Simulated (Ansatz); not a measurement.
Ni₂Ge + YGe → YNi₂Ge₂

All three solids are relaxed on PAW files, and every method takes those cells: YNi₂Ge₂ in I4/mmm, a = 4.01 Å, b = 4.01 Å, c = 9.71 Å, α = 90.00°, β = 90.00°, γ = 90.00°, 11×11×11 k mesh, smearing 0.05 eV; Ni₂Ge in P6_3/mmc, a = 3.97 Å, b = 3.97 Å, c = 5.01 Å, α = 90.00°, β = 90.00°, γ = 120.00°, 10×10×7 k mesh, smearing 0.05 eV; YGe in Cmcm, a = 4.24 Å, b = 10.62 Å, c = 3.91 Å, α = 90.00°, β = 90.00°, γ = 90.00°, 8×8×8 k mesh, smearing 0.05 eV.

The product's cell, then the reactants':

```
CELL_PARAMETERS angstrom
-2.00525 2.00525 4.85346
2.00525 -2.00525 4.85346
2.00525 2.00525 -4.85346
ATOMIC_POSITIONS crystal
Y 0.00000 0.00000 0.00000
Ni 0.25000 0.75000 0.50000
Ni 0.75000 0.25000 0.50000
Ge 0.62864 0.62864 0.00000
Ge 0.37136 0.37136 0.00000
```

```
Ni Ge
1.0
     3.97283    0.00000    0.00000
    -1.98641    3.44057    0.00000
     0.00000    0.00000    5.01086
Ni Ge
4 2
Cartesian
  1.9864 1.1469 1.2527
  0.0000 2.2937 3.7581
  0.0000 0.0000 0.0000
  0.0000 0.0000 2.5054
  1.9864 1.1469 3.7581
  0.0000 2.2937 1.2527
```

```
Y Ge
1.0
     2.12002   -5.30867    0.00000
     2.12002    5.30867    0.00000
     0.00000    0.00000    3.91296
Y Ge
2 2
Direct
  0.13874 0.86126 0.75000
  0.86126 0.13874 0.25000
  0.41573 0.58427 0.75000
  0.58427 0.41573 0.25000
```

Computed with Ansatz 0.2.0; functional PBEsol, scalar-relativistic. Settings: no spin polarisation. Methods: LAPW: all electrons, basis error target 0.5 meV/atom; PAW: frozen-core files, cutoff 420 eV.

Energies are at zero smearing and zero temperature. The structures come from databases; a reactant may be hypothetical or may itself decompose, and needn't be the lowest polymorph.

Spin polarisation is left out, though a magnetic state may lie lower. The PAW files were made under PBE.

(1) What is the reaction energy per atom of the product, by each method?

(2) How does the volume change, and what would pressure do?

Answers

(1) LAPW -167.3 meV/atom; PAW -167.4 meV/atom. The product is favoured against these reactants.

(2) It changes by -0.3 %, so pressure favours the product.
